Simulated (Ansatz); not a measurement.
Polymorphs of InAs, each relaxed with r²SCAN in the plane-wave PAW code Ansatz:

A: wurtzite (P6_3mc)
a = b = 4.3104 Å, c = 7.0828 Å, α = β = 90.00°, γ = 120.00°

```tsv
atom	site	symmetry	x	y	z
In	2b	3m.	0.3333	0.6667	0.0006
As	2b	3m.	0.3333	0.6667	0.3749
```

B: zinc blende (F-43m)
a = b = c = 6.1083 Å, α = β = γ = 90.00°

```json
[
 {"atom": "As", "site": "4c", "symmetry": "-43m", "x": "0.2500", "y": "0.2500", "z": "0.2500"},
 {"atom": "In", "site": "4a", "symmetry": "-43m", "x": "0.0000", "y": "0.0000", "z": "0.0000"}
]
```

Problem. Rank these by energy per atom at 0 K (lowest first), as r²SCAN gives it.

Solution. B (+0 meV/atom), A (+7 meV/atom)

Problem. Give each one's gap.

Solution. A 0.14 eV; B 0.08 eV.

Not the usual ambient phase: A. All cells were relaxed under the symmetry of their starts (and spin orders); stability against distortions was not tested throughout. Scalar-relativistic: spin–orbit coupling is off unless named, which matters more the heavier the elements.

Energies hold the estimated change up to a 700 eV cutoff; steps of a few meV lie near the error of the meshes.

Potentials: the later of the program's two PAW sets.
